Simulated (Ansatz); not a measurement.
ZnS:
```cif
data_S4Zn4
_chemical_formula_sum 'S4 Zn4'
_space_group_name_H-M_alt 'F-43m'
_space_group_IT_number 216
_space_group_name_Hall 'F -4 2 3'
_cell_length_a 5.38903
_cell_length_b 5.38903
_cell_length_c 5.38903
_cell_angle_alpha 90.000
_cell_angle_beta 90.000
_cell_angle_gamma 90.000
loop_
_atom_site_label
_atom_site_type_symbol
_atom_site_symmetry_multiplicity
_atom_site_Wyckoff_symbol
_atom_site_fract_x
_atom_site_fract_y
_atom_site_fract_z
_atom_site_occupancy
S1 S 4 c 0.25000 0.25000 0.25000 1
Zn1 Zn 4 a 0.00000 0.00000 0.00000 1
```
(The calculation used a cell of 2 atoms; values per cell refer to that cell.)

Relaxed with r²SCAN. Independent-particle spectrum: no excitons, no local fields, no scissors shift; 0.1 eV broadening; ε₁ of the summed bands alone.

**Question.** Tabulate the dielectric function from plane-wave PAW r²SCAN (Ansatz code).

**Answer.** 

```tsv
E (eV)	ε₁ xx	ε₂ xx
0.0	5.55	0.00
0.4	5.57	0.00
0.8	5.62	0.00
1.2	5.72	0.00
1.6	5.88	0.00
2.0	6.10	0.00
2.4	6.45	0.00
2.8	7.13	0.33
3.2	7.29	0.76
3.6	7.65	1.03
4.0	8.26	1.36
4.4	9.43	2.05
4.8	9.53	5.79
5.2	7.67	5.26
5.6	8.22	4.91
6.0	12.05	6.11
6.4	6.59	20.76
6.8	-0.39	10.82
7.2	-0.66	7.33
7.6	1.78	6.41
8.0	-0.74	8.58
8.4	-2.83	8.12
8.8	-3.23	5.69
9.2	-2.88	4.28
9.6	-2.54	3.52
10.0	-2.17	2.80
10.4	-1.45	2.35
10.8	-1.10	2.69
11.2	-1.51	2.75
11.6	-1.73	2.08
12.0	-1.40	1.63
```

**Question.** From ε at 3.3 eV (xx: 7.37 + 0.83i), find n, k, the normal reflectivity and the absorption coefficient.

**Answer.** n = 2.72, k = 0.153, R = 22 %, α = 2kE/ħc = 51000 cm⁻¹.

With all bands, ε∞ without local fields is 5.63.

The cell was relaxed with r²SCAN under the symmetry of its start.

Potentials: the later of the program's two PAW sets.
